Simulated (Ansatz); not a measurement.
Relax this structure to zero stress and force, keeping its symmetry:

```
Nb Ru
1.0
     3.89393    0.00000    0.00000
     0.00000    3.89393    0.00000
     0.00000    0.00000    3.89393
Nb Ru
1 3
Cartesian
  0.0000 0.0000 0.0000
  0.0000 1.9470 1.9470
  1.9470 0.0000 1.9470
  1.9470 1.9470 0.0000
```

Theory: DFT LDA, scalar-relativistic, plane waves, PAW (Ansatz 0.2.0).

Cutoff 420 eV; k points 12×12×12 on the computed 4-atom cell (Γ-centred); Gaussian smearing, width 0.10 eV; no spin polarisation.

Task: What does it relax to?

Result: The volume decreases by 0.74 Å³/atom to 14.02 Å³/atom, and the energy falls by 34.9 meV/atom. Final structure:
```
Nb Ru
1.0
     3.82750    0.00000    0.00000
     0.00000    3.82750    0.00000
     0.00000    0.00000    3.82750
Nb Ru
1 3
Direct
  0.00000 0.00000 0.00000
  0.00000 0.50000 0.50000
  0.50000 0.00000 0.50000
  0.50000 0.50000 0.00000
```

Cost: 1 run of about 0.78 core-minutes, on Intel Xeon Platinum 8259CL (Skylake/Cascade Lake) (shared hosts).